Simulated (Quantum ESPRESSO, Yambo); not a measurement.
For LaOF (space group P4/nmm, No. 129), Yambo gives the independent-particle static dielectric constant along x as 3.87 on PBEsol bands and 3.19 after a scissor of 2.96 eV widens every gap (6×6×4 mesh, 80 bands, 3 Ry local-field block, 0.2 eV broadening). Axes are Cartesian, with cell vectors (Å) (4.07, 0.00, 0.00), (0.00, 4.07, 0.00), (0.00, 0.00, 5.81).

A scissor keeps the position matrix elements. In a one-oscillator model, how does ε − 1 scale, and what mean transition energy do the two values imply?

Each transition adds |r|²/E to ε − 1, so ε − 1 ∝ 1/(E0 + Δ). Then (3.19 − 1)/(3.87 − 1) = E0/(E0 + Δ) = 0.763, and E0 = Δ(ε' − 1)/(ε − ε') = 9.5 eV. The computed Im ε, weighted by 1/E up to 20 eV, has its mean at 9.3 eV; the smallest direct PBEsol gap is 4.67 eV. The scissor comes from a G0W0 run whose convergence isn't established. Convergence of the RPA response with its 6×6×4 mesh was not tested.

Bands from Quantum ESPRESSO.

Geometry of the Materials Project entry, not relaxed at this level; primitive cell a = 4.069 Å, b = 4.069 Å, c = 5.814 Å, α = 90.00°, β = 90.00°, γ = 90.00°.

The structure is a Materials Project entry; no match was found in the copy of COD used, and its stability was not checked.
